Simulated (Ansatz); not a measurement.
**Question.** Name crystals whose computed values (plane-wave PAW PBE (Ansatz code)) fall in these windows: HSE06 gap (eV) 7.4 to 11; G_Hill (GPa) 35 to 50; ε0 6.2 to 7.8.

**Answer.** 

```json
[
 {"crystal": "KMgF3, cubic perovskite", "HSE06 gap (eV)": "9.18", "G_Hill (GPa)": "42.7", "ε0": "7.24"}
]
```
Others may fit too.

The cell was relaxed under the symmetry of its start.

Potentials: the later of the program's two PAW sets.
